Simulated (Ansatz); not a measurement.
Relaxed-ion elastic tensor of MoPt (rock salt, Fm-3m) in GPa (Voigt order), DFT-PBEsol in the program Ansatz with PAW potentials; density 13.89 g/cm³, 17.39 Å³ per atom.

```
     1    2    3    4    5    6
-  ---  ---  ---  ---  ---  ---
1  277  192  192  0.0  0.0  0.0
2  192  277  192  0.0  0.0  0.0
3  192  192  277  0.0  0.0  0.0
4  0.0  0.0  0.0  6.4  0.0  0.0
5  0.0  0.0  0.0  0.0  6.4  0.0
6  0.0  0.0  0.0  0.0  0.0  6.4
```

**Question.** Is the crystal mechanically stable?

**Answer.** Yes: the smallest eigenvalue of C is 6.4 GPa.

**Question.** Work out the Voigt, Reuss and Hill averages.

**Answer.** K_V = 220, K_R = 220, K_H = 220; G_V = 20.8, G_R = 9.7, G_H = 15.3 GPa.

**Question.** Give Young's modulus, Poisson's ratio, Pugh's ratio and the universal anisotropy index.

**Answer.** E = 9KG/(3K + G) = 44.8 GPa; ν = 0.47; K/G = 14.40 (ductile by the Pugh limit of 1.75); A_U = 5G_V/G_R + K_V/K_R − 6 = 5.71.

**Question.** Estimate the sound speeds and the Debye temperature.

**Answer.** v_l = √((K + 4G/3)/ρ) = 4160 m/s, v_t = √(G/ρ) = 1050 m/s, mean 1200 m/s; Θ = (h/k)(3n/4πV)^(1/3) v_m = 138 K.

**Question.** Give the Zener ratio and Young's modulus along [100], [110] and [111].

**Answer.** A = 2C44/(C11 − C12) = 0.15; 1/E = S11 − 2(S11 − S12 − S44/2)Γ with Γ = 0, 1/4, 1/3 gives 120, 24.2, 19.1 GPa.

**Question.** Solve the Christoffel equation for the three sound speeds along [100], [110], [111].

**Answer.** Eigenvalues of C_ijkl n_j n_l equal ρv². In km/s, slowest first: [100] 0.68, 0.68, 4.46; [110] 0.68, 1.75, 4.16; [111] 1.48, 1.48, 4.06.

The start of the workflow was typed in or built on a structure type; neither database checked (COD, Materials Project) lists it. Its standing as an ambient phase is unchecked. The PBEsol relaxation kept the symmetry of its start; whether a distortion lowers the energy is not shown. The run is not spin-polarised. Its formation energy is positive at this level, so the cell may be metastable or incomplete. As this level gives no gap, shear constants depend on the k-mesh and smearing (Fermi–Dirac, 0.1 eV here). Scalar-relativistic: spin–orbit coupling is off unless named, which matters more the heavier the elements.

Potentials: the earlier of the program's two PAW sets. The files were generated under PBE; for other functionals the program regenerates the frozen cores, and for LDA and PBEsol the local potential too.
